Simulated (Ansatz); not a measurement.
Ru:
```cif
data_Ru8
_chemical_formula_sum 'Ru8'
_space_group_name_H-M_alt 'P 1'
_space_group_IT_number 1
_cell_length_a 2.70399
_cell_length_b 2.70399
_cell_length_c 17.46393
_cell_angle_alpha 90.000
_cell_angle_beta 90.000
_cell_angle_gamma 120.000
loop_
_space_group_symop_operation_xyz
  'x, y, z'
loop_
_atom_site_label
_atom_site_type_symbol
_atom_site_fract_x
_atom_site_fract_y
_atom_site_fract_z
_atom_site_occupancy
Ru1 Ru 0.00000 0.00000 0.68798 1
Ru2 Ru 0.33333 0.66667 0.81503 1
Ru3 Ru 0.66667 0.33333 0.93944 1
Ru4 Ru 0.33333 0.66667 0.06056 1
Ru5 Ru 0.66667 0.33333 0.18497 1
Ru6 Ru 0.00000 0.00000 0.31202 1
Ru7 Ru 0.33333 0.66667 0.43677 1
Ru8 Ru 0.66667 0.33333 0.56323 1
```

Relaxed with PBE.

Problem. Which orbitals make up the states near the Fermi level in plane-wave PAW PBE (Ansatz code)?

Solution. Within 0.5 eV of the Fermi level: Ru 4d 94 %. Projections are on Löwdin-orthogonalised atomic valence shells; empty p or d shells of many metals are not among them.

Problem. Tabulate the density of states.

Solution. States/eV per cell of 8 atoms, in 0.25 eV bins, energy from the Fermi level.

| E (eV) | total | Ru 4d | Ru 5s | Ru 4p |
|---|---|---|---|---|
| -7.85 | 0.05 | 0.00 | 0.05 | 0.00 |
| -7.60 | 0.22 | 0.00 | 0.20 | 0.00 |
| -7.35 | 0.36 | 0.00 | 0.32 | 0.00 |
| -7.10 | 0.47 | 0.01 | 0.41 | 0.01 |
| -6.85 | 0.59 | 0.02 | 0.52 | 0.01 |
| -6.60 | 0.73 | 0.03 | 0.63 | 0.01 |
| -6.35 | 0.90 | 0.07 | 0.76 | 0.02 |
| -6.10 | 3.01 | 1.87 | 1.03 | 0.03 |
| -5.85 | 6.10 | 4.37 | 1.58 | 0.04 |
| -5.60 | 9.25 | 7.08 | 2.00 | 0.06 |
| -5.35 | 12.41 | 10.12 | 2.11 | 0.08 |
| -5.10 | 14.02 | 11.88 | 1.95 | 0.10 |
| -4.85 | 12.42 | 11.04 | 1.23 | 0.09 |
| -4.60 | 10.31 | 9.39 | 0.79 | 0.08 |
| -4.35 | 9.02 | 8.36 | 0.54 | 0.07 |
| -4.10 | 9.00 | 8.46 | 0.41 | 0.07 |
| -3.85 | 10.04 | 9.40 | 0.46 | 0.08 |
| -3.60 | 8.89 | 8.41 | 0.34 | 0.06 |
| -3.35 | 9.56 | 8.96 | 0.45 | 0.06 |
| -3.10 | 9.91 | 9.26 | 0.49 | 0.06 |
| -2.85 | 10.28 | 9.58 | 0.54 | 0.06 |
| -2.60 | 12.45 | 11.54 | 0.69 | 0.07 |
| -2.35 | 13.86 | 12.83 | 0.77 | 0.07 |
| -2.10 | 15.64 | 14.57 | 0.77 | 0.07 |
| -1.85 | 12.53 | 11.58 | 0.68 | 0.05 |
| -1.60 | 10.02 | 9.13 | 0.62 | 0.04 |
| -1.35 | 9.44 | 8.63 | 0.55 | 0.04 |
| -1.10 | 9.21 | 8.48 | 0.47 | 0.03 |
| -0.85 | 9.03 | 8.35 | 0.43 | 0.03 |
| -0.60 | 9.52 | 8.86 | 0.42 | 0.02 |
| -0.35 | 9.58 | 8.96 | 0.38 | 0.02 |
| -0.10 | 8.00 | 7.48 | 0.32 | 0.01 |
| 0.15 | 8.24 | 7.71 | 0.34 | 0.01 |
| 0.40 | 8.07 | 7.61 | 0.30 | 0.01 |
| 0.65 | 8.41 | 7.96 | 0.30 | 0.01 |
| 0.90 | 9.05 | 8.61 | 0.32 | 0.01 |
| 1.15 | 10.64 | 10.19 | 0.33 | 0.01 |
| 1.40 | 13.26 | 12.79 | 0.36 | 0.01 |

Space group P-3m1. The start of the workflow was typed in or built on a structure type; neither database checked (COD, Materials Project) lists it. It is not the phase usual at ambient conditions (space group No. 194). Symmetry was held in the PBE relaxation; whether a distortion lowers the energy is not shown. The run is not spin-polarised. Spin–orbit coupling is left out wherever it is not named.

Potentials: the later of the program's two PAW sets.
